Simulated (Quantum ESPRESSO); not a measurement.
# Planted mistakes on one cell of Si3AlNC3

The results below are calculated, not measured. They come from pw.x of Quantum ESPRESSO 7.5, a plane-wave density functional program, with PseudoDojo standard norm-conserving files (v0.5 for PBE, v0.4.1 for LDA and PBEsol). The cells are made up: elements, strain and atom displacements were drawn at random, and nothing was relaxed. There is no spin polarisation, spin-orbit coupling or dispersion term.

The cell has 8 sites of a wurtzite lattice (rectangular cell). Sites 1 to 4 hold Si Al Si Si; sites 5 to 8 hold N C C C. Cell vectors in Å: (3.019, 0.000, 0.000); (0.000, 5.228, 0.000); (0.000, 0.000, 4.929). Settings: PBE, cutoff 1143 eV, 6 x 4 x 4 k mesh shifted by half a step, Fermi-Dirac smearing of 0.025 eV.

The intended run has a self-consistency threshold of 1e-07 eV, a smearing term of 0.000 eV, a pressure of 22.46 GPa and 12 iterations. Each further run changes one thing: all lengths scaled by 0.9930; atoms of sites 4 and 8 exchanged; cutoff 724 eV; files of PBEsol; k mesh 2 x 2 x 2; one electron added; smearing 0.62 eV; threshold 0.6 eV. A coarse mesh keeps the shift, and a charged cell sits in a uniform background.

```
run  change of free energy (eV)  smearing term -TS (eV)  change of P (GPa)  largest change of a force component (eV/Å)  iterations
  A                      -0.312                  -1.024               1.13                                       0.649          12
  B                       1.781                   0.000              -3.72                                       0.079          12
  C                       0.258                   0.000               6.10                                       0.158          12
  D                       0.553                   0.000              -5.55                                       0.018          12
  E                      -1.103                   0.000              -1.02                                       0.373          13
  F                      12.739                   0.000              30.68                                       1.286          12
  G                      13.980                  -0.006              38.56                                      14.596          13
  H                       0.169                   0.000              -2.11                                       0.972           4
```

A rerun of the intended cell at 1437 eV and k mesh 8 x 6 x 6 moved values by no more than 0.004 eV in the cell's energy, 0.11 GPa in stress and 0.005 eV/Å in force.

Question: which change belongs to which run?

## Worked reading

Run H has the fewest iterations, as a run stopped early does. Run A has the largest smearing term, as wide smearing gives. Run D has a higher energy and the largest fall in pressure, as too small a basis gives. Run C changes the volume by a factor of 0.9791; minus its pressure change over the logarithm of that factor, 289 GPa, is a rough bulk modulus with clamped atoms. Energies from files of another functional, or of a charged cell, have another zero and say nothing on stability; the pressure of a charged cell rests on the program's zero of potential too.

## Key

```
run                            change
  A                  smearing 0.62 eV
  B                   files of PBEsol
  C      all lengths scaled by 0.9930
  D                     cutoff 724 eV
  E                  k mesh 2 x 2 x 2
  F                one electron added
  G  atoms of sites 4 and 8 exchanged
  H                  threshold 0.6 eV
```